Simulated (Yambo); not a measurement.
Yambo run on a free-standing PtS$_{2}$ bilayer (symmetry P-3m1, slab cell 25.1 Å high). The wavefunctions are norm-conserving PBE (Quantum ESPRESSO, 84 Ry, scalar-relativistic) ones on a 6×6×1 mesh (30 occupied bands); a = b = 3.559 Å, c = 25.100 Å, α = β = 90.00°, γ = 120.00°.

Yambo input:

```
rim_cut
gw0
dyson
el_el_corr
HF_and_locXC
ppa
em1d
rim_w
RandQpts= 1000000
RandGvec= 2 Ry
CUTGeo= "slab z"
EXXRLvcs= 84 Ry
VXCRLvcs= 336 Ry
Chimod= "HARTREE"
% BndsRnXp
 9 | 191 |
%
NGsBlkXp= 6 Ry
% LongDrXp
 1.0 | 1.0 | 0.0 |
%
RandGvecW= 1000 mRy
PPAPntXp= 27.2114 eV
% GbndRnge
 1 | 191 |
%
GTermKind= "none"
DysSolver= "n"
ExtendOut
% QPkrange
 2 | 2 | 30 | 31 |
 7 | 7 | 31 | 31 |
%
```

k points by index: 2 = (0, 0.167), 7 = K.

The o-*.qp file then holds:

```
#    K-point    Band    Eo [eV]    E [eV]    E-Eo [eV]    Vxc [eV]    Vnlxc [eV]    Sc|Eo [eV]    Sc|E [eV]    dSc/dw|Eo [eV]    Re(Z)    Im(Z)
#
    2    30    0.000000    0.090763    0.090763    -15.54465    -17.21156    1.791269    1.757668    -10.10307    0.729226    -0.003713
    2    31    1.470666    2.265195    0.794529    -16.34589    -13.11039    -2.149076    -2.440969    -9.992816    0.731390    -0.003492
    7    31    1.136844    2.010894    0.874050    -16.83788    -13.21046    -2.430972    -2.753369    -10.03256    0.730605    -0.003879
```
(The two width columns are left out.) Convergence of these settings isn't established.

Spin-orbit coupling is not included.

Geometry relaxed with PBE+D3(BJ).
